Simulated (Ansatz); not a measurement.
A band-structure calculation of Ga₃Sb₂N as one 6-atom ordering on the zincblende lattice with Ansatz 0.2.0, at the level PBE. Cell and atoms come from a relaxation with r2SCAN.

```yaml
crystal:
  lattice:
    - [4.0026803855, 0.0, 0.0]
    - [-2.0013401927, 3.466422897, 0.0]
    - [0.0, 0.0, 9.8785946267]
  atoms:
    - { symbol: "N", position: [0.0, 0.0, -0.0054967802] }
    - { symbol: Sb, position: [0.3333333333, 0.6666666667, 0.3111629758] }
    - { symbol: Sb, position: [0.6666666667, 0.3333333333, 0.6835211046] }
    - { symbol: Ga, position: [0.3333333333, 0.6666666667, 0.0408827525] }
    - { symbol: Ga, position: [0.6666666667, 0.3333333333, 0.4194690489] }
    - { symbol: Ga, position: [0.0, 0.0, 0.8004608984] }
kpoints:
  mp_grid: { grid: [12, 12, 4] }
  band_path:
    path:
      - [[0.0, 0.0, 0.0], [0.5, -2.112886190433e-17, 1.049272709264e-32], [0.3333333333333, 0.3333333333333, 3.29732986141e-32], [0.0, 0.0, 0.0], [4.768654920251e-50, -8.116415256707e-49, 0.5], [0.5, -2.112886190433e-17, 0.5], [0.3333333333333, 0.3333333333333, 0.5], [4.768654920251e-50, -8.116415256707e-49, 0.5]]
      - [[0.5, -2.112886190433e-17, 0.5], [0.5, -2.112886190433e-17, 1.049272709264e-32]]
      - [[0.3333333333333, 0.3333333333333, 0.5], [0.3333333333333, 0.3333333333333, 3.29732986141e-32]]
    npoints: 10
hamiltonian:
  xc: pbe
scf:
  occupations: { method: fermi_dirac, width: 0.02 }
  n_extra_bands: 5
output:
  forces: true
  stress: true
  eigenvalues: true
```

The output follows, shortened, with numbered blanks.
```
scf.n_extra_bands = 5 over 37 filled bands (N_el = 74.0): the run solves 42 bands
Pseudopotential: N, paw, valence charge 5, recommended cutoff 420 eV (normal)
Pseudopotential: Sb, paw, valence charge 15, recommended cutoff 420 eV (normal)
Pseudopotential: Ga, paw, valence charge 13, recommended cutoff 420 eV (normal)
Functional definition: PBE
Crystal: 6 atoms, lattice volume = 137.065 Å³
[1]
[2]
SCF converged after 7 iterations
Free energy (F): -24700.922859 eV
Internal energy: -24700.921094 eV  (E = F + TS)
E sigma→0 (E₀):  -24700.921977 eV
Entropy (-TS):   -0.001765 eV (-0.294 meV/atom)
Fermi energy:    8.246785 eV
--- Forces (eV/Å), atoms counted from 1 ---
[3]
--- Stress (GPa, compression-positive) ---
[4]
--- Band table (eV; the first three rows and the last of 69) ---
  k-point 0: bands = […, 5.8846, 6.1475, 7.2993, 8.1611, 8.1611, 8.9111, 8.9111, 10.6080, 10.7637, 12.0512, …]
  k-point 1: bands = […, 5.8834, 5.8834, 7.5490, 8.2011, 8.2011, 8.8484, 8.8484, 10.5190, 10.8769, 11.5784, …]
  k-point 2: bands = […, 5.8821, 5.8821, 7.7482, 8.2492, 8.2492, 8.7783, 8.7783, 10.4774, 10.9140, 11.2197, …]
  k-point 68: bands = […, 4.4041, 4.5447, 4.8420, 5.2526, 5.7269, 5.8162, 10.0820, 10.7407, 10.8352, 11.6775, …]
```

Q: Fill in the blanks. They hold the stress, the forces, the symmetry found, cutoff and plane waves at Γ.

A:
```
[1]
Basis set: ecut = 420 eV, 2685 PW (Γ)
[2]
Symmetry: 6 space group operations
Space group: P3m1 (ITA 156)
[3]
  atom   1  N       0.00000      0.00000      0.21412
  atom   2  Sb      0.00000      0.00000    -0.11769
  atom   3  Sb      0.00000      0.00000    -0.19848
  atom   4  Ga      0.00000      0.00000    -0.15924
  atom   5  Ga      0.00000      0.00000      0.15334
  atom   6  Ga      0.00000      0.00000      0.10798
[4]
        2.259366       0.000000       0.000000
        0.000000       2.259366       0.000000
        0.000000       0.000000       3.226114
  P = ⅓ Tr σ = 2.5816 GPa (25.816 kbar)
```

Levels along the path, in eV from the valence top (v1 is the last filled band, c1 the first empty one):

| point | distance (1/Å) | v3 | v2 | v1 | c1 | c2 |
| --- | --- | --- | --- | --- | --- | --- |
| Γ | 0.00 | -0.75 | -0.75 | 0.00 | 0.00 | 1.70 |
| · | 0.45 | -2.17 | -1.67 | -1.04 | -0.55 | 1.42 |
| M | 0.91 | -3.21 | -2.29 | -1.70 | 0.01 | 0.54 |
| · | 1.17 | -3.34 | -2.79 | -2.23 | 0.57 | 0.85 |
| K | 1.43 | -3.28 | -2.76 | -2.37 | 1.02 | 1.11 |
| · | 1.95 | -2.71 | -2.37 | -1.48 | -0.18 | 2.02 |
| Γ | 2.48 | -0.75 | -0.75 | 0.00 | 0.00 | 1.70 |
| · | 2.64 | -0.71 | -0.71 | -0.06 | -0.06 | 1.61 |
| A | 2.79 | -0.66 | -0.66 | -0.13 | -0.13 | 1.57 |
| · | 3.25 | -2.28 | -1.79 | -0.90 | -0.20 | 0.95 |
| L | 3.70 | -2.48 | -2.20 | -1.48 | -0.46 | 0.84 |
| · | 3.96 | -3.36 | -2.92 | -2.46 | 0.41 | 1.48 |
| H | 4.22 | -3.66 | -3.18 | -3.09 | 1.17 | 1.83 |
| · | 4.75 | -2.48 | -2.31 | -1.93 | 0.17 | 1.05 |
| A | 5.27 | -0.66 | -0.66 | -0.13 | -0.13 | 1.57 |
| L | 5.27 | -2.48 | -2.20 | -1.48 | -0.46 | 0.84 |
| · | 5.40 | -2.54 | -2.42 | -1.55 | -0.22 | 0.90 |
| · | 5.56 | -3.18 | -2.29 | -1.69 | 0.01 | 0.56 |
| M | 5.59 | -3.21 | -2.29 | -1.70 | 0.01 | 0.54 |
| H | 5.59 | -3.66 | -3.18 | -3.09 | 1.17 | 1.83 |
| · | 5.68 | -3.57 | -3.09 | -2.92 | 1.17 | 1.63 |
| · | 5.84 | -3.31 | -2.79 | -2.43 | 1.08 | 1.13 |
| K | 5.91 | -3.28 | -2.76 | -2.37 | 1.02 | 1.11 |

With PBE the bands overlap by 0.78 eV (counted from 1, band 37 peaks at Γ and band 38 bottoms out at K–Γ (0.70 of the way from K)): no gap. Edges are sought over the mesh and the listed points. With the atoms held, the mean pressure is +2.58 GPa (compression positive). The largest force is 0.21 eV/Å.

Run as `ansatz run input.yaml --threads 2 --pin off --max-ram 18432MiB --backend cpu --events-out ev --progress --plain --runs-dir out`. Wall time 23 s on 2 threads of AMD EPYC 7R13 Processor (Zen 3), with other jobs on the host, load about 1.2 per core; peak host memory 0.71 GiB.

No spin polarisation and no zero-point or thermal motion; the cell was built from a prototype and may be hypothetical.

No spin-orbit coupling is included; it can move band edges with weight on the heavy atoms by tenths of an eV.

Where bands overlap, v1 and c1 are numbered by the electron count and aren't everywhere filled or empty.

Overlapping bands make a metal at that level, for which these meshes are coarse; small forces, stresses and energy differences are uncertain.
